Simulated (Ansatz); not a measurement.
Input:

BeS:
```cif
data_Be3S3
_chemical_formula_sum 'Be3 S3'
_space_group_name_H-M_alt 'P 1'
_space_group_IT_number 1
_cell_length_a 3.45011
_cell_length_b 3.45011
_cell_length_c 7.83212
_cell_angle_alpha 90.000
_cell_angle_beta 90.000
_cell_angle_gamma 120.000
loop_
_space_group_symop_operation_xyz
  'x, y, z'
loop_
_atom_site_label
_atom_site_type_symbol
_atom_site_fract_x
_atom_site_fract_y
_atom_site_fract_z
_atom_site_occupancy
Be1 Be 0.00000 0.50000 0.33333 1
Be2 Be 0.50000 0.50000 0.66667 1
Be3 Be 0.50000 0.00000 0.00000 1
S1 S 0.00000 0.50000 0.83333 1
S2 S 0.50000 0.50000 0.16667 1
S3 S 0.50000 0.00000 0.50000 1
```

This is the r²SCAN-relaxed structure.

Task: All from r²SCAN in the plane-wave PAW code Ansatz, unless another level is named. Predict the smallest direct gap on the standard path.

Result: 4.52 eV.

Task: Next, the formation energy from the elements (no fitted shifts)?

Result: -0.88 eV/atom.

Task: Next, the electron effective mass?

Result: 0.28, 0.53, 0.53 mₑ (principal values).

Task: Give the weight of the conduction-edge state by species (Voronoi cells).

Result: Be 57 %, S 43 %.

Task: Give the conduction-band minimum.

Result: on the M–K line, 9 % of the way from M (6 equivalent valleys).

Task: What about the valence-band maximum?

Result: on the Γ–M line, 10 % of the way from Γ.

Space group P6_422. The start of the workflow was typed in or built on a structure type; neither database checked (COD, Materials Project) lists it. COD files the formula under space group No. 216, so this cell is another polymorph or a model. Its standing as an ambient phase is unchecked. The cell was relaxed with r²SCAN under the symmetry of its start; whether a distortion lowers the energy is not shown. The references are the lowest solids computed at this level, not always the standard phases.

Potentials: the later of the program's two PAW sets.
